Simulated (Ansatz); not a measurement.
Co₂Si in space group Pnma (No. 62; Co on 4c, Co on 4c, Si on 4c) under volume change, the program Ansatz at the r²SCAN level (PAW), shape and atoms relaxed at each volume.

```tsv
V (Å³/atom)	E − E(relaxed) (meV/atom)	P (GPa)
9.493	…	…
9.806	30.6	16.66
10.119	7.2	7.60
10.431	0.0	0.00
10.744	6.4	-6.35
11.057	24.1	-11.62
11.370	…	…
```

**Question.** What belongs in the gaps?

**Answer.** 
- 9.493, E − E(relaxed) (meV/atom): 73.2
- 9.493, P (GPa): 27.13
- 11.370, E − E(relaxed) (meV/atom): 51.1
- 11.370, P (GPa): -15.80

**Question.** What does a third-order Birch–Murnaghan fit give for V₀, B₀ and B′?

**Answer.** V₀ = 10.43 Å³/atom, B₀ = 228 GPa, B′ = 4.9.

The cell was relaxed with r²SCAN under the symmetry of its start. The final state is ferromagnetic, chosen from 4 collinear starts compared on coarse meshes (ties went to the first, and starts can fall back to one state), not a proven ground state. Other orbital occupations within this spin state were not tried.

Potentials: the earlier of the program's two PAW sets. The files were generated under PBE; for other functionals the program regenerates the frozen cores, and for LDA and PBEsol the local potential too.
